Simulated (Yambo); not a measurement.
**LuIO monolayer: sweep of GW parameters**

G0W0@PBEsol for a free-standing LuIO monolayer (symmetry P4/nmm, slab cell 20.8 Å high) in Yambo. Reference settings: 4×4×1 Γ-centred k mesh, bands 3 to 166 and a 6 Ry block in the screening, 166 bands in G with the Bruneval-Gonze terminator, plasmon pole fitted at 27.2 eV, slab-truncated Coulomb interaction, stochastic integration of W near q = 0. The PBEsol gap X → M on this mesh is 3.22 eV; G0W0 gaps are taken between the same points.

```json
[
 {"change from the reference": "reference settings", "G0W0 gap X → M (eV)": "5.00", "shift of the valence edge (eV)": "-0.96", "rough Yambo cost": "1"},
 {"change from the reference": "75 bands in G", "G0W0 gap X → M (eV)": "4.95", "shift of the valence edge (eV)": "-0.77", "rough Yambo cost": "–"},
 {"change from the reference": "113 bands in G", "G0W0 gap X → M (eV)": "4.99", "shift of the valence edge (eV)": "-0.91", "rough Yambo cost": "–"},
 {"change from the reference": "89 bands in W", "G0W0 gap X → M (eV)": "5.00", "shift of the valence edge (eV)": "-0.81", "rough Yambo cost": "within a factor of two"},
 {"change from the reference": "5 Ry block", "G0W0 gap X → M (eV)": "4.94", "shift of the valence edge (eV)": "-0.92", "rough Yambo cost": "within a factor of two"},
 {"change from the reference": "pole fitted at 10 eV", "G0W0 gap X → M (eV)": "4.96", "shift of the valence edge (eV)": "-0.86", "rough Yambo cost": "–"},
 {"change from the reference": "no terminator", "G0W0 gap X → M (eV)": "4.99", "shift of the valence edge (eV)": "-0.77", "rough Yambo cost": "–"}
]
```

The reference isn't shown to be the converged limit. Costs are rough (shared machines), scaled to the same edge states, and given only for runs that recompute the screening.

Spin-orbit coupling is left out, which matters for elements this heavy: edges can move by tenths of an eV. The 4f states are in the valence at their DFT position.

Geometry relaxed with PBEsol; primitive cell a = 3.820 Å, b = 3.820 Å, c = 20.800 Å, α = 90.00°, β = 90.00°, γ = 90.00°.

This is a model layer cut from the bulk structure; whether it is stable on its own was not checked.

A shift is the quasiparticle energy of the state minus its PBEsol energy.
